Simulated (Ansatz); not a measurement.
Ba$_{3}$In$_{2}$O$_{5}$F$_{2}$:
```
Ba3In2O5F2
1.0
   -2.09988     2.09988    11.36522
    2.09988    -2.09988    11.36522
    2.09988     2.09988   -11.36522
Ba In O F
3 2 5 2
Direct
  0.50000   0.50000   0.00000
  0.67650   0.67650   0.00000
  0.32350   0.32350   0.00000
  0.90819   0.90819   0.00000
  0.09181   0.09181   0.00000
  0.60384   0.10384   0.50000
  0.39616   0.89616   0.50000
  0.10384   0.60384   0.50000
  0.89616   0.39616   0.50000
  0.00000   0.00000   0.00000
  0.20400   0.20400   0.00000
  0.79600   0.79600   0.00000
```

Relaxed with r²SCAN.

### Question
Give the Bader charges and basin volumes of the independent atoms, the program Ansatz at the r²SCAN level (PAW).

### Answer


```csv
atom,Bader charge (e),Bader volume (Å³)
Ba1,+1.59,24.2
Ba2,+1.60,24.7
In4,+1.94,11.4
O6,-1.38,13.8
O10,-1.41,14.9
F11,-0.87,16.9
```

Space group I4/mmm. The first step of the workflow began from a Materials Project structure, measured or hypothetical; the Crystallography Open Database copy checked does not list it. Whether it is the stable phase at ambient conditions was not checked. Symmetry was held in the r²SCAN relaxation; whether a distortion lowers the energy is not shown. Spin–orbit coupling is left out wherever it is not named.

Potentials: the later of the program's two PAW sets.
